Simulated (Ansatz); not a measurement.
A crystal relaxed with r2SCAN in Ansatz 0.2.0 has space group P-43m (No. 215) and a = 6.019 Å.

| atom | site | x | y | z |
| --- | --- | --- | --- | --- |
| As | 1a | 0.0000 | 0.0000 | 0.0000 |
| Xx | 4e | 0.7588 | 0.7588 | 0.7588 |
| Sb | 3c | 0.5000 | 0.5000 | 0.0000 |

r2SCAN gives an indirect gap of 0.13 eV, from Γ to R; the least direct gap is 0.30 eV at Γ. HSE06 gives an indirect gap of 0.45 eV, from Γ to R; the least direct gap is 0.64 eV at Γ. Meshes: r2SCAN 4×4×4, HSE06 4×4×4.

Question: Which element is Xx?
A. Ga
B. B
C. Tl
D. Al

Answer: A. Xx is Ga: Ga4Sb3As, ordered on the zincblende lattice (P-43m) with 8 atoms a cell. As has 4 Ga at 2.51 Å; Ga has 1 As at 2.51 Å and 3 Sb at 2.64 Å; Sb has 4 Ga at 2.64 Å.

All values are calculated for a non-magnetic cell, which may be hypothetical.

No spin-orbit coupling is included; it can move band edges with weight on the heavy atoms by tenths of an eV.

The meshes of the hybrids are coarse, so their gaps aren't converged to the digits shown.
